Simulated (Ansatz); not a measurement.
**AlIn2N3 under pressure: fit and missing row**

AlIn2N3, Cmc2_1, a = 10.291 Å, b = 5.923 Å, c = 5.500 Å. The structure is a Materials Project entry; whether it is the stable form wasn't checked. Ansatz: PBE, PAW, 420 eV, Γ-centred 6×6×6 mesh on 12 atoms, Gaussian smearing 0.02 eV; no spin polarisation. Cell and atoms are relaxed at each pressure, and no other structure is tried, so the rows at high pressure may lie past a change of phase.

| V (Å³/atom) | P (GPa) |
| --- | --- |
| ? | 25.02 |
| 13.006 | 12.01 |
| 13.607 | 4.00 |
| 13.871 | 1.02 |
| 13.968 | 0.00 |
| 14.069 | -1.02 |

Task: Take V0 = 13.968 Å³/atom, fit the third-order Birch–Murnaghan form to the other rows, and predict the missing volume.

Result: With the Eulerian strain f = ½[(V0/V)^(2/3) − 1] and y = P/[3f(1 + 2f)^(5/2)], the form is the line y = B0 + 1.5 B0 (B0′ − 4) f. Rows (f, y): 0.02436, 145.9; 0.00880, 145.0; 0.00233, 144.2; -0.00240, 143.4. Means f = 0.008273, y = 144.62; Σ(Δf)² = 0.0004083, ΣΔfΔy = 0.03631; the slope is their ratio. y = 143.9 + 88.93 f GPa, so B0 = 143.9 GPa and B0′ = 4 + 2 × (88.93)/(3 × 143.9) = 4.41. P = 25.02 GPa is met at f = 0.04537 (y = 147.93), so V = V0 (1 + 2f)^(−3/2) = 12.262 Å³/atom. The run gave 12.254 Å³/atom, so the fit is 0.008 Å³/atom too high, a small miss on the scale of the series. The form still works here, 100 % of the fitted range beyond its end.